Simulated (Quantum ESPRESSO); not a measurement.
Hf2Si2O8, input and log of a self-consistent run

A calculation, not a measurement. The program is pw.x of Quantum ESPRESSO 7.5 (plane-wave density functional theory). The cell is made up: 12 atoms on a fluorite lattice, with randomly drawn elements, strain and displacements, not relaxed. PseudoDojo standard norm-conserving files (v0.5 for PBE, v0.4.1 for LDA and PBEsol) set the functional; there is no spin polarisation, spin-orbit coupling or dispersion term, and the masses in the input are unused placeholders. A spin-polarised start on this cell or one of its family kept no moment above 0.05 Bohr magneton at the same smearing; a narrower smearing was not tried.

The hafnium pseudopotential is less sure than the others, with forces about 3 percent (worst 6) and pressure in oxides about 1.5 GPa (worst 2.7) from a second method in checks, which no rerun with the same files tests.

Input:

```
&control calculation='scf', pseudo_dir='./dojo.nc.sr.pbe.v0_5.standard.upf', outdir='./o', disk_io='low', tprnfor=.true., tstress=.true. /
&system ibrav=0, nat=12, ntyp=3, nbnd=50, ecutwfc=84.00895049, nosym=.true., tot_charge=0,
 occupations='smearing', smearing='fd', degauss=0.0073498644
/
&electrons conv_thr=7.350e-09, electron_maxstep=60, /
ATOMIC_SPECIES
Hf 1.0 Hf.upf
O 1.0 O.upf
Si 1.0 Si.upf
CELL_PARAMETERS angstrom
4.8737 0.0457 -0.0632
0.0457 4.8245 -0.0076
-0.0632 -0.0076 4.9119
ATOMIC_POSITIONS angstrom
Hf -0.0558 0.0627 0.044
Si -0.0923 2.2745 2.5099
Si 2.4846 0.008 2.4069
Hf 2.4318 2.4686 -0.2167
O 1.2512 1.2357 1.2036
O 1.3048 1.2131 3.683
O 1.183 3.7296 1.1466
O 1.1847 3.5912 3.7435
O 3.6041 1.2703 1.175
O 3.5905 1.1573 3.7091
O 3.7166 3.5683 1.2477
O 3.5587 3.7751 3.6469
K_POINTS automatic
7 7 7 1 1 1
```

The log is shortened where brackets say so; the opening notice, blank lines, dates and the lines on written files are dropped, and the path of the files is cut. It prints rydbergs, bohrs and kilobars, and counts compression as positive stress.

```
     Program PWSCF v.7.5
     Parallel version (MPI & OpenMP), running on       4 processor cores
     Number of MPI processes:                 4
     Threads/MPI process:                     1
     [start-up lines left out]
     bravais-lattice index     =            0
     lattice parameter (alat)  =       9.2111  a.u.
     unit-cell volume          =     779.1934 (a.u.)^3
     number of atoms/cell      =           12
     number of atomic types    =            3
     number of electrons       =        80.00
     number of Kohn-Sham states=           50
     kinetic-energy cutoff     =      84.0090  Ry
     charge density cutoff     =     336.0358  Ry
     scf convergence threshold =      7.3E-09
     mixing beta               =       0.7000
     number of iterations used =            8  plain     mixing
     Exchange-correlation= PBE
                           (   1   4   3   4   0   0   0)
     [axes and pseudopotential details left out]
   Cartesian axes
     site n.     atom                  positions (alat units)
         1        Hf     tau(   1) = (  -0.0114477   0.0128633   0.0090269  )
         2        Si     tau(   2) = (  -0.0189360   0.4666288   0.5149227  )
         3        Si     tau(   3) = (   0.5097322   0.0016413   0.4937915  )
         4        Hf     tau(   4) = (   0.4989000   0.5064497  -0.0444574  )
         5        O      tau(   5) = (   0.2566920   0.2535121   0.2469265  )
         6        O      tau(   6) = (   0.2676884   0.2488755   0.7555920  )
         7        O      tau(   7) = (   0.2427003   0.7651523   0.2352326  )
         8        O      tau(   8) = (   0.2430491   0.7367586   0.7680039  )
         9        O      tau(   9) = (   0.7394051   0.2606105   0.2410591  )
        10        O      tau(  10) = (   0.7366150   0.2374278   0.7609465  )
        11        O      tau(  11) = (   0.7624852   0.7320605   0.2559740  )
        12        O      tau(  12) = (   0.7300910   0.7744869   0.7481858  )
     number of k points=   172  Fermi-Dirac smearing, width (Ry)=  0.0073
     Number of k-points >= 100: set verbosity='high' to print them.
     Dense  grid:    81051 G-vectors     FFT dimensions: (  54,  54,  60)
     Estimated max dynamical RAM per process >     464.45 MB
     Estimated total dynamical RAM >       1.76 GB
     Initial potential from superposition of free atoms
     starting charge      79.9950, renormalised to      80.0000
     Starting wfcs are   60 randomized atomic wfcs
     total cpu time spent up to now is       33.6 secs
     per-process dynamical memory:   418.0 Mb
     Self-consistent Calculation
     iteration #  1     ecut=    84.01 Ry     beta= 0.70
     Davidson diagonalization with overlap
     ethr =  1.00E-02,  avg # of iterations =  2.0
     total cpu time spent up to now is      100.1 secs
     total energy              =    -506.04008435 Ry
     estimated scf accuracy    <       3.71398044 Ry
     iteration #  2     ecut=    84.01 Ry     beta= 0.70
     Davidson diagonalization with overlap
     ethr =  4.64E-03,  avg # of iterations =  3.0
     total cpu time spent up to now is      149.1 secs
     total energy              =    -506.58364502 Ry
     estimated scf accuracy    <       5.48865546 Ry
     iteration #  3     ecut=    84.01 Ry     beta= 0.70
     Davidson diagonalization with overlap
     ethr =  4.64E-03,  avg # of iterations =  2.0
     total cpu time spent up to now is      188.8 secs
     total energy              =    -507.67158640 Ry
     estimated scf accuracy    <       0.52860523 Ry
     iteration #  4     ecut=    84.01 Ry     beta= 0.70
     Davidson diagonalization with overlap
     ethr =  6.61E-04,  avg # of iterations =  2.0
     total cpu time spent up to now is      228.0 secs
     total energy              =    -507.72530927 Ry
     estimated scf accuracy    <       0.05610892 Ry
     iteration #  5     ecut=    84.01 Ry     beta= 0.70
     Davidson diagonalization with overlap
     ethr =  7.01E-05,  avg # of iterations =  4.8
     total cpu time spent up to now is      276.6 secs
     total energy              =    -507.73811740 Ry
     estimated scf accuracy    <       0.01315346 Ry
     [iterations 6 to 9 left out]
     iteration # 10     ecut=    84.01 Ry     beta= 0.70
     Davidson diagonalization with overlap
     ethr =  1.95E-08,  avg # of iterations =  2.3
     total cpu time spent up to now is      511.0 secs
     total energy              =    -507.74076873 Ry
     estimated scf accuracy    <       0.00000455 Ry
     iteration # 11     ecut=    84.01 Ry     beta= 0.70
     Davidson diagonalization with overlap
     ethr =  5.69E-09,  avg # of iterations =  2.0
     total cpu time spent up to now is      550.1 secs
     total energy              =    -507.74076917 Ry
     estimated scf accuracy    <       0.00000077 Ry
     iteration # 12     ecut=    84.01 Ry     beta= 0.70
     Davidson diagonalization with overlap
     ethr =  9.62E-10,  avg # of iterations =  2.0
     total cpu time spent up to now is      593.2 secs
     total energy              =    -507.74076921 Ry
     estimated scf accuracy    <       0.00000022 Ry
     iteration # 13     ecut=    84.01 Ry     beta= 0.70
     Davidson diagonalization with overlap
     ethr =  2.70E-10,  avg # of iterations =  2.2
     total cpu time spent up to now is      641.2 secs
     total energy              =    -507.74076927 Ry
     estimated scf accuracy    <       0.00000002 Ry
     iteration # 14     ecut=    84.01 Ry     beta= 0.70
     Davidson diagonalization with overlap
     ethr =  2.07E-11,  avg # of iterations =  2.8
     total cpu time spent up to now is      686.2 secs
     End of self-consistent calculation
     [lines on levels left out]
!    total energy              =    -507.74076927 Ry
     estimated scf accuracy    <          3.3E-09 Ry
     smearing contrib. (-TS)   =      -0.00117138 Ry
     internal energy E=F+TS    =    -507.73959789 Ry
     The total energy is F=E-TS. E is the sum of the following terms:
     one-electron contribution =     -94.41191219 Ry
     hartree contribution      =     101.73103775 Ry
     xc contribution           =    -131.14582074 Ry
     ewald contribution        =    -383.91290272 Ry
     convergence has been achieved in  14 iterations
     Forces acting on atoms (cartesian axes, Ry/au):
     atom    1 type  1   force =     0.09167331   -0.07060249    0.06021527
     atom    2 type  3   force =     0.02451466    0.02316892   -0.07230057
     atom    3 type  3   force =    -0.02410723   -0.01376135   -0.04457029
     atom    4 type  1   force =     0.03358736    0.04277476    0.19768000
     atom    5 type  2   force =    -0.03493902    0.04780604    0.11003231
     atom    6 type  2   force =    -0.11139901   -0.10181333   -0.14512113
     atom    7 type  2   force =     0.11920559   -0.02369076    0.12077997
     atom    8 type  2   force =    -0.13737069    0.03334015   -0.16469862
     atom    9 type  2   force =     0.02363366   -0.04656739    0.14755570
     atom   10 type  2   force =     0.03857662    0.12159871   -0.19558410
     atom   11 type  2   force =    -0.00188969    0.01935507    0.08152776
     atom   12 type  2   force =    -0.02148557   -0.03160833   -0.09551629
     Total force =     0.548383     Total SCF correction =     0.000118
     Computing stress (Cartesian axis) and pressure
          total   stress  (Ry/bohr**3)                   (kbar)     P=      140.52
   0.00100673  -0.00011467   0.00033510          148.09      -16.87       49.29
  -0.00011467   0.00155392  -0.00012049          -16.87      228.59      -17.72
   0.00033510  -0.00012049   0.00030502           49.29      -17.72       44.87
     init_run     :     16.72s CPU     17.39s WALL (       1 calls)
     electrons    :    648.58s CPU    652.71s WALL (       1 calls)
     forces       :      7.55s CPU      7.59s WALL (       1 calls)
     stress       :     29.06s CPU     29.11s WALL (       1 calls)
     [timing details left out]
     PWSCF        :  11m58.42s CPU  12m 3.43s WALL
     JOB DONE.
```

In other units: free energy -6908.165 eV for the cell, pressure 14.05 GPa, largest force component 5.083 eV/Å. A rerun of this cell at a cutoff of 1437 eV and k mesh 9 x 9 x 9 moved values by no more than 0.003 eV in energy, 0.06 GPa in stress and 0.003 eV/Å in force.